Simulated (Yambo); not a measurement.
Yambo run on MgTe (wurtzite, space group P6_3mc, No. 186). The wavefunctions are PBE (stringent potentials; Quantum ESPRESSO, PseudoDojo norm-conserving, 107 Ry, scalar-relativistic) ones on a 3×3×2 mesh (34 occupied bands); a = 4.5626 Å, b = 4.5626 Å, c = 7.4041 Å, α = 90.00°, β = 90.00°, γ = 120.00°.

Yambo input:

```
rim_cut
gw0
dyson
el_el_corr
HF_and_locXC
cohsex
em1s
RandQpts= 1000000
RandGvec= 1 Ry
EXXRLvcs= 106.6 Ry
VXCRLvcs= 426.4 Ry
Chimod= "HARTREE"
% BndsRnXs
 17 | 450 |
%
NGsBlkXs= 12 Ry
% LongDrXs
 1.0 | 1.0 | 1.0 |
%
ExtendOut
% QPkrange
 1 | 1 | 34 | 35 |
%
```

k points by index: 1 = Γ.

The o-*.qp file then holds:

```
#    K-point    Band    Eo [eV]    E [eV]    E-Eo [eV]    Vxc [eV]    Vnlxc [eV]    Sc|Eo [eV]    Re(Z)    Im(Z)
#
    1    34    0.000000    -3.078316    -3.078316    -12.64065    -14.78220    -0.936759    1.000000    0.000000
    1    35    2.497623    1.534270    -0.963353    -9.896125    -6.062204    -4.797274    1.000000    0.000000
```
(The two width columns are left out.) Convergence of these settings isn't established.

Spin-orbit coupling is not included.

Geometry relaxed with PBEsol.
